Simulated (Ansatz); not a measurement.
WSi2 (MoSi2 type, space group I4/mmm)

```
CELL_PARAMETERS angstrom
     -1.60147     1.60147     3.90823
      1.60147    -1.60147     3.90823
      1.60147     1.60147    -3.90823
ATOMIC_POSITIONS crystal
  W  0.00000 0.00000 0.00000
  Si 0.33452 0.33452 0.00000
  Si 0.66548 0.66548 0.00000
```

The slice is a (100) plane (indices of the conventional cell) through the point (0.000, 0.000, 0.000) (fractional), spanned by u = [101] and v = [110] in vectors of this cell: u (3.20 Å) and v (7.82 Å, at 90° to u). It covers one period; positions are fractions (u, v).

Calculation: PBEsol (plane waves to 420 eV, PAW, scalar-relativistic; Ansatz, an electronic-structure program). k mesh 20×20×20. Near the nuclei the fields are pseudised (PAW); where an atom keeps semicore shells as valence, they peak there. Spin-orbit coupling is left out, though W is heavy. The PAW data are Ansatz's earlier set. WSi2 is run without spin polarisation. WSi2 was relaxed with its symmetry unable to fall.

### Question
What is the ELF at the midpoint of the shortest Si–Si line in this plane (2.59 Å)?

### Answer
0.43.

### Question
What is the valence density on the shortest Si–Si line in this plane (2.59 Å), at its midpoint?

### Answer
0.33 e/Å³.

### Question
Sketch the valence electron density on this plane as a map.

### Answer
```
|@@@@@@**--::....::--**@@@@|
|@@@@##++--::....::--++##@@|
|##**++--::........::--++**|
|====--::::........::::--==|
|----::::............::::--|
|--::::::....    ....::::::|
|----::::..        ..::::--|
|----::::..        ..::::--|
|..::::::....    ....::::::|
|    ..::::..    ..::::..  |
|    ..::::........::::..  |
|  ..::::::........::::::..|
|::::::--::........::--::::|
|::::::::::........::::::::|
|::::::::::........::::::::|
|::::::::............::::::|
|::::::::::........::::::::|
|::::::::::........::::::::|
|::::::--::........::--::::|
|  ..::::::........::::::..|
|    ..::::........::::..  |
|    ..::::..    ..::::..  |
|..::::::....    ....::::::|
|----::::..        ..::::--|
|----::::..        ..::::--|
|--::::::....    ....::::::|
|----::::............::::--|
|====--::::........::::--==|
|##**++--::........::--++**|
|@@@@##++--::....::--++##@@|
|@@@@@@**--::....::--**@@@@|
|@@@@@@##==::....::==##@@@@|
```
Scale: ten equal steps from -0.87 (start of ' ') to 0.76 (end of '@'), in the order ' .:-=+*#%@'. Values: log₁₀ of the valence density in e/Å³. The map has 13 points along u (two characters each, u = 0 at the left) and 32 along v (v = 0 in the bottom row). The scale is logarithmic, as a density can span decades between atoms and voids.
